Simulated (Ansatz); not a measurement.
BiPt (NiAs type, P6_3/mmc), LDA in the plane-wave PAW code Ansatz, all energies at zero smearing, with the estimated change up to a 700 eV cutoff added, with one set of potentials and settings (totals compare only within such a set). Cell of 4 atoms (2 Bi, 2 Pt): -48662.772 eV.

```tsv
element	reference phase	E (eV/atom)
Bi	R-3m, 2 atoms in the cell	-12085.8651
Pt	Fm-3m, 1 atoms in the cell	-12244.9860
```

Formation energy per atom, worked out: (-48662.772 − 2×(-12085.8651) − 2×(-12244.9860))/4 = -0.267 eV/atom (-26 kJ per mol of atoms), at 0 K, without zero-point energy or fitted corrections.

The workflow started from a Materials Project entry (that database holds measured and hypothetical structures alike); the Crystallography Open Database files this formula in space group No. 194, but the cells were not matched. Whether it is the stable phase at ambient conditions was not checked. The cell was relaxed with LDA under the symmetry of its start; of distortions, only those at the zone centre were tested. No spin polarisation was allowed. The references are the lowest solids computed at this level, not always the standard phases. Spin–orbit coupling is left out wherever it is not named.

Potentials: the later of the program's two PAW sets.
